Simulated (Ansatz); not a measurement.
The end of the path is a generated cell of HfGe: the first start was made by placing the elements on the sites of a structure type, and the end was not matched to a known phase here, so it may be hypothetical.

A geometry of HfGe away from equilibrium: the start of the relaxation of a generated cell, HfGe built in the TiAs structure type. The numbers are results of r2SCAN (plane waves to 500 eV, PAW, scalar-relativistic; Ansatz, a quantum-chemistry and plane-wave program), not measurements. Γ-centred k-mesh 10×10×3 on the run's cell, Fermi–Dirac smearing 0.05 eV.

```xyz
8
Lattice="3.8576 0.0000 0.0000 -1.9288 3.3408 0.0000 0.0000 0.0000 13.0141" Properties=species:S:1:pos:R:3:forces:R:3 pbc="T T T" free_energy=-80148.861 pressure_GPa=-3.2
Hf     0.0000     2.2272     1.6268    0.0000    0.0000   -0.8242
Hf     1.9288     1.1136     8.1338    0.0000    0.0000   -0.8242
Hf     1.9288     1.1136    11.3873    0.0000    0.0000    0.8242
Hf     0.0000     2.2272     4.8803    0.0000    0.0000    0.8242
Ge     0.0000     0.0000     0.0000    0.0000    0.0000    0.0000
Ge     0.0000     0.0000     6.5070    0.0000    0.0000    0.0000
Ge     0.0000     2.2272     9.7606    0.0000    0.0000    0.0000
Ge     1.9288     1.1136     3.2535    0.0000    0.0000    0.0000
```

Positions in Å, forces in eV/Å, free energy of the cell in eV (comparable only within this code, potentials and settings). Largest force: 0.82 eV/Å, on Hf1, Hf2, Hf3, Hf4 (atoms numbered as listed); the geometry lies 0.02 eV/atom above the end of its relaxation.

No spin polarisation in the result.

The run could not lose the symmetry of its start: the end is stationary, and may be a saddle point rather than a minimum.
